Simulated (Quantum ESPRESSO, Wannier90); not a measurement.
**PbI2 (CdI2 type): Wannier90 run**

```xyz
3
Lattice="4.6127 0.0000 0.0000 -2.3063 3.9947 0.0000 0.0000 0.0000 7.2570" Properties=species:S:1:pos:R:3 pbc="T T T"
Pb     0.0000     0.0000     0.0000
I     -2.3063     1.3316    -1.8799
I      2.3063    -1.3316     1.8799
```

Structure: Materials Project mp-22893, symmetrised, not relaxed again. COD (Crystallography Open Database) has the formula in 4 space groups, this one among them (matched by group alone). Method: PBEsol plane waves in Quantum ESPRESSO 7.5 (PseudoDojo norm-conserving files, 56 Ry, no spin polarisation, no spin-orbit coupling), Bloch states on a 12×12×4 mesh through Γ, Wannier90 4.0.1. Density: 12×12×4 mesh, cold smearing 0.01 Ry. Spin-orbit coupling is left out although heavy elements are present.

A tight-binding model is made by disentanglement and projection with no localisation steps (num_iter = 0), so the 12 orbitals stay atom-like: hydrogen-like Pb: s;p; I: s;p, axes along x, y, z; frozen window up to 3.73 eV relative to the valence-band maximum. It follows pw.x to 0.4 meV rms for states up to 3.2 eV relative to the valence-band maximum. Matrix elements depend on this choice of orbitals and windows.

**Question.** What are the on-site energies relative to the valence-band maximum, and how fast do the hoppings decay?

**Answer.** 
```tsv
atom	orbitals	energy (eV)
Pb1	s	-6.53
Pb1	pz	2.35
Pb1	px py	2.20
I2	s	-11.05
I2	pz	-0.84
I2	px py	-0.80
I3	s	-11.05
I3	pz	-0.84
I3	px py	-0.80
```

```tsv
distance of the centres (Å)	largest modulus (eV)
3–4	0.97
4–5	0.24
5–6	0.040
6–7	0.12
7–8	0.069
8–9	0.016
9–10	0.015
10–11	0.029
11–12	0.0049
12–13	0.0018
```
